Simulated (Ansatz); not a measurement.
AsRu (CsCl type, space group No. 221) under volume change, the program Ansatz at the PBE level (PAW), scaled uniformly.

| V (Å³/atom) | E − E(relaxed) (meV/atom) | P (GPa) |
|---|---|---|
| 13.283 | 85.1 | 22.88 |
| 13.721 | 35.5 | 13.74 |
| 14.159 | 8.4 | 6.31 |
| 14.596 | 0.0 | 0.00 |
| 15.034 | 7.7 | -5.45 |
| 15.472 | 28.9 | -9.94 |
| 15.910 | 61.3 | -13.67 |

Problem. What does a third-order Birch–Murnaghan fit give for V₀, B₀ and B′?

Solution. V₀ = 14.59 Å³/atom, B₀ = 194 GPa, B′ = 4.8.

Space group Pm-3m (CsCl type). The cell is a constructed one: a structure type filled with these elements; neither database checked (COD, Materials Project) lists it. Its standing as an ambient phase is unchecked. Symmetry was held in the PBE relaxation; its stability against distortions is not shown here. No spin polarisation was allowed.

Potentials: the earlier of the program's two PAW sets.
